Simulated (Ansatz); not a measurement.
## KAu2: reading a single point

```
Au K
1.0
     5.63142    0.00000    0.00000
    -2.81571    4.87695    0.00000
     0.00000    0.00000    9.80566
Au K
8 4
Direct
  0.16700 0.33400 0.25000
  0.83300 0.16700 0.75000
  0.66600 0.83300 0.25000
  0.83300 0.66600 0.75000
  0.16700 0.83300 0.25000
  0.33400 0.16700 0.75000
  0.00000 0.00000 0.00000
  0.00000 0.00000 0.50000
  0.33330 0.66670 0.93900
  0.66660 0.33330 0.43900
  0.33330 0.66670 0.56100
  0.66670 0.33340 0.06100
```

Method: r2SCAN, no spin polarisation; PAW, plane waves to 500 eV, 7×7×4 Γ-centred mesh, fermi-dirac occupations (width 0.1 eV) (Ansatz 0.2.0), atoms fixed.

- Forces: Nearly at rest: the largest force is 0.017 eV/Å.
- Formation energy: -0.33 eV an atom against the elements' usual phases (free molecules for gases, crystals otherwise, with no correction for O₂ or N₂), so it is bound against them; other compounds may still compete. Relaxing would lower it.
- At the Fermi level: It is a metal, with about 2.8 states/eV a cell as the mean within 0.25 eV of the Fermi level, mostly Au s (41 %), K s (21 %) and Au d (18 %).
- Charges: Bader charges in e: K +0.75, Au -0.41 to -0.36. In the mean K gives up most and Au takes most.

Origin: a database entry at a rescaled volume.

It took 5.1 min on 1 thread of Intel(R) Xeon(R) Platinum 8259CL CPU @ 2.50GHz (Skylake/Cascade Lake), with other jobs on the host, peak memory 2.1 GiB, starting from a saved density. The time holds forces, stress, Bader, DOS, bands, ELF.
